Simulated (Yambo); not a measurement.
G0W0@LDA for CdClOH (space group P6_3mc, No. 186) in Yambo. Reference settings: 3×3×1 Γ-centred k mesh, bands 9 to 192 and a 7 Ry block in the screening, 192 bands in G with the Bruneval-Gonze terminator, plasmon pole fitted at 27.2 eV. The LDA gap Γ → Γ on this mesh is 2.16 eV; G0W0 gaps are taken between the same points.

Gap (Γ → Γ) in eV against the number of bands and the screening block, terminator on:

| bands (W and G) | 2 Ry | 3 Ry | 4 Ry | 6 Ry | 7 Ry |
|---|---|---|---|---|---|
| 57 | 4.731 | 4.692 | 4.680 | 4.713 | 4.723 |
| 80 | 4.490 | 4.463 | 4.471 | 4.538 | 4.553 |
| 113 | 4.330 | 4.300 | 4.318 | 4.410 | 4.429 |
| 151 | 4.253 | 4.218 | 4.237 | 4.342 | 4.363 |
| 192 | 4.218 | 4.179 | 4.196 | 4.310 | 4.334 |

Rough cost of the Yambo step against the reference (shared machines):

```
bands (W and G)  2 Ry  3 Ry  4 Ry  6 Ry  7 Ry
---------------  ----  ----  ----  ----  ----
57                1/5   1/4   1/5   1/4   1/5
80                1/4   1/5   1/3   1/3   1/3
113               1/3   1/3   1/3   1/2   1/2
151               1/3   1/3   1/2    ~1    ~1
192                ~1    ~1    ~1    ~1     1
```

At the largest block the last step in bands moves the gap by -0.029 eV; at the most bands the last step in the block moves it by 0.024 eV.

Spin-orbit splittings are left out.

Geometry of the Materials Project entry, not relaxed at this level; primitive cell a = b = 3.735 Å, c = 10.420 Å, α = β = 90.00°, γ = 120.00°.

The distance between layers or molecules is the database entry's, not relaxed here. Functionals without dispersion can leave it too large, which widens gaps and weakens the response across layers: the numbers belong to this cell.
